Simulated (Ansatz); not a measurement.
Li$_{2}$Se:
```
CELL_PARAMETERS angstrom
      0.00000     3.00311     3.00311
      3.00311     0.00000     3.00311
      3.00311     3.00311     0.00000
ATOMIC_POSITIONS crystal
  Li 0.25000 0.25000 0.25000
  Li 0.75000 0.75000 0.75000
  Se 0.00000 0.00000 0.00000
```

Relaxed with PBE.

Question: Map the valence electron density (e/Å³), cut off at 1 on the plane through (0.250, 0.250, 0.250) spanned by u = [1, 0, 0] and v = [-1, 1, 1] in lattice vectors, from plane-wave PAW PBE (Ansatz code).

Answer: x is the fraction of u, y of v (the angle between them is 90°; rows are the nearest grid lines); atoms in the plane: Li at (0.00, 0.00), Li at (0.00, 0.50), Se at (0.50, 0.75).
```
y \ x   0.000  0.0952  0.190  0.286  0.381  0.476  0.524  0.619  0.714  0.810  0.905   1.00
------  -----  ------  -----  -----  -----  -----  -----  -----  -----  -----  -----  -----
1.00     1.00    1.00  0.079  0.081  0.113  0.132  0.132  0.113  0.081  0.079   1.00   1.00
0.933    1.00   0.484  0.109  0.187  0.315  0.418  0.418  0.316  0.187  0.110  0.492   1.00
0.833   0.054   0.082  0.198  0.526   1.00   1.00   1.00   1.00  0.525  0.199  0.082  0.054
0.767   0.056   0.091  0.244  0.704   1.00   1.00   1.00   1.00  0.704  0.244  0.091  0.056
0.700   0.054   0.087  0.228  0.636   1.00   1.00   1.00   1.00  0.637  0.228  0.087  0.054
0.600   0.327   0.110  0.133  0.277  0.522  0.708  0.708  0.524  0.277  0.133  0.115  0.327
0.533    1.00    1.00  0.094  0.123  0.190  0.236  0.236  0.190  0.123  0.095   1.00   1.00
0.467    1.00    1.00  0.063  0.053  0.067  0.077  0.077  0.067  0.053  0.062   1.00   1.00
0.400   0.327   0.090  0.035  0.029  0.028  0.028  0.028  0.028  0.029  0.035  0.085  0.327
0.300   0.054   0.048  0.035  0.022  0.013  0.011  0.011  0.013  0.022  0.035  0.048  0.054
0.233   0.056   0.050  0.035  0.021  0.013  0.011  0.010  0.013  0.021  0.035  0.049  0.056
0.167   0.055   0.047  0.033  0.023  0.016  0.014  0.014  0.016  0.022  0.033  0.047  0.055
0.0667   1.00   0.473  0.046  0.036  0.043  0.046  0.046  0.042  0.036  0.046  0.465   1.00
0.000    1.00    1.00  0.079  0.081  0.113  0.132  0.132  0.113  0.081  0.079   1.00   1.00
```

The density is the valence pseudo-density with augmentation charge, so density and ELF within about 1 Å of a nucleus are not all-electron values.

Space group Fm-3m (anti-fluorite). The cell was relaxed with PBE under the symmetry of its start.

Potentials: the later of the program's two PAW sets.
